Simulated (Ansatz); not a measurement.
# ScC: computed property card

ScC:
```
ScC
1.0
    0.00000     2.34023     2.34023
    2.34023     0.00000     2.34023
    2.34023     2.34023     0.00000
Sc C
1 1
Direct
  0.00000   0.00000   0.00000
  0.50000   0.50000   0.50000
```

Space group Fm-3m (No. 225), rock salt; conventional cell a = b = c = 4.6805 Å, α = β = γ = 90.00°.

Method: plane-wave PAW PBE (Ansatz code). Geometry: relaxed at this level of theory. Other levels are named where they apply.

**Cell and energy**

```json
{
  "volume_per_atom": "12.82 Å³",
  "density": "3.69 g/cm³",
  "Formation energy from the elements (no fitted shifts)": "-0.15 eV/atom"
}
```

**Electronic structure**

```json
{
 "electronic_character": "metallic (no gap)",
 "Density of states at the Fermi level": "0.71 states/eV per atom (mean over ±0.08 eV)"
}
```

**Mechanics**

```json
{
 "Bulk modulus (Birch–Murnaghan fit)": "153 GPa",
 "Pressure derivative B′": "4.0"
}
```

The first step of the workflow began from a Materials Project structure, measured or hypothetical; the Crystallography Open Database copy checked does not list it. Whether it is the stable phase at ambient conditions was not checked. The PBE relaxation kept the symmetry of its start; whether a distortion lowers the energy is not shown. The run is not spin-polarised. The references are the lowest solids computed at this level, not always the standard phases.

Potentials: the later of the program's two PAW sets.
